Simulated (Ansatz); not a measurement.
Relaxed-ion elastic tensor of LiCl (rock salt, Fm-3m) in GPa (Voigt order), the program Ansatz at the PBEsol level (PAW); density 2.17 g/cm³, 16.23 Å³ per atom.

```
63.4  21.0  21.0   0.0   0.0   0.0
21.0  63.4  21.0   0.0   0.0   0.0
21.0  21.0  63.4   0.0   0.0   0.0
 0.0   0.0   0.0  25.5   0.0   0.0
 0.0   0.0   0.0   0.0  25.5   0.0
 0.0   0.0   0.0   0.0   0.0  25.5
```

Task: Is the crystal mechanically stable?

Result: Yes: the smallest eigenvalue of C is 25.5 GPa.

Task: Work out the Voigt, Reuss and Hill averages.

Result: K_V = 35.1, K_R = 35.1, K_H = 35.1; G_V = 23.8, G_R = 23.6, G_H = 23.7 GPa.

Task: Give Young's modulus, Poisson's ratio, Pugh's ratio and the universal anisotropy index.

Result: E = 9KG/(3K + G) = 58.0 GPa; ν = 0.23; K/G = 1.49 (brittle by the Pugh limit of 1.75); A_U = 5G_V/G_R + K_V/K_R − 6 = 0.04.

Task: Estimate the sound speeds and the Debye temperature.

Result: v_l = √((K + 4G/3)/ρ) = 5550 m/s, v_t = √(G/ρ) = 3300 m/s, mean 3660 m/s; Θ = (h/k)(3n/4πV)^(1/3) v_m = 430 K.

Task: Give the Zener ratio and Young's modulus along [100], [110] and [111].

Result: A = 2C44/(C11 − C12) = 1.20; 1/E = S11 − 2(S11 − S12 − S44/2)Γ with Γ = 0, 1/4, 1/3 gives 52.9, 59.2, 61.6 GPa.

The cell was relaxed with PBEsol under the symmetry of its start.

Potentials: the later of the program's two PAW sets.
